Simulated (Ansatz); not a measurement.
A generator proposed this cell of Ge4P.

Space group R-3m:H (No. 166). a = 3.051 Å, b = 3.051 Å, c = 36.031 Å, α = 90.00°, β = 90.00°, γ = 120.00°
| atom | site | symmetry | x | y | z |
| --- | --- | --- | --- | --- | --- |
| Ge | 6c | 3m | 0.3333 | 0.6667 | 0.2698 |
| Ge | 6c | 3m | 0.0000 | 0.0000 | 0.2008 |
| P | 3a | -3m | 0.0000 | 0.0000 | 0.0000 |

Level of theory: DFT PBE, scalar-relativistic, plane waves, PAW in Ansatz 0.2.0. Settings: cutoff 420 eV, Γ-centred mesh 6×6×6 on the computed 5-atom cell, Gaussian smearing of 0.10 eV; no spin polarisation.

The zero of energy is the elements' standard structures at the same level; no fitted shifts are applied. The references include black phosphorus.

Problem. How far from equilibrium is it?

Solution. The pressure is -2.1 GPa (the mean over three directions, positive in compression), the largest force is 0.34 eV/Å, and the energy is +0.46 eV/atom against the elements. The shortest distance is 2.89 Å.

Problem. Is it a good guess?

Solution. A rough one: relaxing gains about 0.29 eV/atom (the start's value is from the coarse mesh, so the gain is rough) in 19 ionic steps and ends at +0.17 eV/atom on the finer mesh. The symmetry stays R-3m (No. 166). The volume per atom stays near 19.3 Å³. The shortest distance goes from 2.89 Å (Ge–P) to 2.57 Å (Ge–Ge). The ratio c/a of the conventional cell changes by a factor of 0.54. Conventional cell: a = 3.745 Å, c = 23.857 Å. Around Ge on its first site lie 3 P at 2.60 Å and 3 Ge at 2.84 Å; around Ge on its second site lie 3 Ge at 2.57 Å and 3 Ge at 2.84 Å; around P lie 6 Ge at 2.60 Å.

The last run used a 12×12×12 mesh for its 5-atom cell and Gaussian smearing of 0.10 eV. The cell is a metal run without spin; a magnetic state may lie lower. The reference form of P is held partly by dispersion forces, which this level lacks. The relaxation can't lower the symmetry of the start, and the grade says only how near the guess is to its own end. Symmetry constrained the relaxation, so the result can be a saddle point.
